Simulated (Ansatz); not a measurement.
SnO:
```xyz
4
Lattice="3.8682 0.0000 0.0000 0.0000 3.8682 0.0000 0.0000 0.0000 5.0712" Properties=species:S:1:pos:R:3 pbc="T T T"
Sn     1.9341     0.0000     1.1591
Sn     0.0000     1.9341     3.9121
O      0.0000     0.0000     0.0000
O      1.9341     1.9341     0.0000
```

Relaxed with PBE. Special points in fractions of this cell's reciprocal vectors: Γ (0.000, 0.000, 0.000); X (0.000, 0.500, 0.000); M (0.500, 0.500, 0.000); Z (0.000, 0.000, 0.500); R (0.000, 0.500, 0.500); A (0.500, 0.500, 0.500).

### Question
List the band energies nearest the valence-band maximum at these points for PBE (plane waves, PAW; program Ansatz).

### Answer
In eV from the valence-band maximum; about four levels below and three above (degenerate sets whole), none deeper than 8.9 eV; points with the same levels are listed once.

```json
[
 {"k": "Γ", "below": "-3.15 -2.88 -2.88 0.00", "above": "1.93 4.08 4.91 4.91"},
 {"k": "X", "below": "-4.46 -4.46 -2.35 -2.35", "above": "3.04 3.04 5.70 5.70"},
 {"k": "M", "below": "-2.24 -2.24 -1.76 -1.76", "above": "0.50 0.50 4.57 4.57"},
 {"k": "Z", "below": "-3.20 -2.89 -2.89 -1.95", "above": "1.77 3.31 3.31"},
 {"k": "R", "below": "-4.44 -4.44 -1.55 -1.55", "above": "2.47 2.47 5.56 5.56"},
 {"k": "A", "below": "-2.36 -2.36 -2.24 -2.24", "above": "2.60 2.60 3.74 3.74"}
]
```

Space group P4/nmm. The PBE relaxation kept the symmetry of its start. The volume moved by 16 % from the start of the relaxation. A crystal of weakly bound layers computed without a dispersion correction: the cell and the soft elastic constants depend strongly on that. Scalar-relativistic: spin–orbit coupling is off unless named, which matters more the heavier the elements.

Potentials: the later of the program's two PAW sets.
